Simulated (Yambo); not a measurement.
Yambo run on LiF (rock salt, space group Fm-3m, No. 225). The wavefunctions are norm-conserving PBEsol (Quantum ESPRESSO, 84 Ry, scalar-relativistic) ones on a 8×8×8 mesh (5 occupied bands); a = b = c = 2.829 Å, α = β = γ = 60.00°.

Yambo input:

```
rim_cut
HF_and_locXC
RandQpts= 1000000
RandGvec= 1 Ry
EXXRLvcs= 84 Ry
VXCRLvcs= 336 Ry
% QPkrange
 1 | 1 | 5 | 6 |
 5 | 5 | 5 | 6 |
 20 | 20 | 5 | 6 |
 21 | 21 | 5 | 6 |
 29 | 29 | 5 | 6 |
%
```

k points by index: 1 = Γ, 5 = L, 20 = K, 21 = X, 29 = W.

Resulting energies as the program prints them:

```
#    K-point    Band    Eo [eV]    Ehf [eV]    Vxc [eV]    Vnlxc [eV]
#
    1    5    0.000000    -7.946461    -22.80788    -30.75434
    1    6    9.120950    14.18939    -11.87739    -6.808954
    5    5    -0.236692    -8.252045    -22.54402    -30.55937
    5    6    10.72930    15.99364    -9.924322    -4.659990
    20    5    -0.762568    -8.860264    -21.73723    -29.83493
    20    6    14.45964    20.19258    -10.90950    -5.176565
    21    5    -1.035917    -9.180693    -21.34901    -29.49378
    21    6    14.83077    21.16844    -15.00491    -8.667239
    29    5    -0.821026    -8.958933    -21.74851    -29.88641
    29    6    15.03740    21.09576    -13.07563    -7.017273
```
Exchange alone, without screening.

Geometry relaxed with PBEsol.
